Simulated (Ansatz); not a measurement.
CoSi:
```yaml
crystal:
  lattice:
    - [4.38264, 0.00000, 0.00000]
    - [0.00000, 4.38264, 0.00000]
    - [0.00000, 0.00000, 4.38264]
  atoms:
    - { symbol: Co, position: [0.85420, 0.64580, 0.35420] }
    - { symbol: Co, position: [0.64580, 0.35420, 0.85420] }
    - { symbol: Co, position: [0.35420, 0.85420, 0.64580] }
    - { symbol: Co, position: [0.14580, 0.14580, 0.14580] }
    - { symbol: Si, position: [0.15645, 0.34355, 0.65645] }
    - { symbol: Si, position: [0.34355, 0.65645, 0.15645] }
    - { symbol: Si, position: [0.65645, 0.15645, 0.34355] }
    - { symbol: Si, position: [0.84355, 0.84355, 0.84355] }
```

Relaxed with r²SCAN. Special points in fractions of this cell's reciprocal vectors: Γ (0.000, 0.000, 0.000); X (0.000, 0.500, 0.000); M (0.500, 0.500, 0.000); R (0.500, 0.500, 0.500); X1 (0.500, 0.000, 0.000).

Question: List the band energies nearest the Fermi level at these points for plane-wave PAW r²SCAN (Ansatz code).

Answer: In eV from the Fermi level; about four levels below and three above (degenerate sets whole), none deeper than 8.9 eV; points with the same levels are listed once.

| k | below | above |
|---|---|---|
| Γ | -1.02 -1.02 -1.02 -0.87 -0.87 | 0.01 0.01 0.01 |
| X | -0.72 -0.72 -0.51 -0.51 | 1.10 1.10 1.73 1.73 |
| M | -1.11 -1.11 -0.04 -0.04 | 0.69 0.69 2.30 2.30 |
| R | -0.20 -0.20 -0.20 -0.20 | 6.07 6.07 6.07 6.07 |

Space group P2_13. The r²SCAN relaxation kept the symmetry of its start. The run is not spin-polarised.

Potentials: the earlier of the program's two PAW sets.
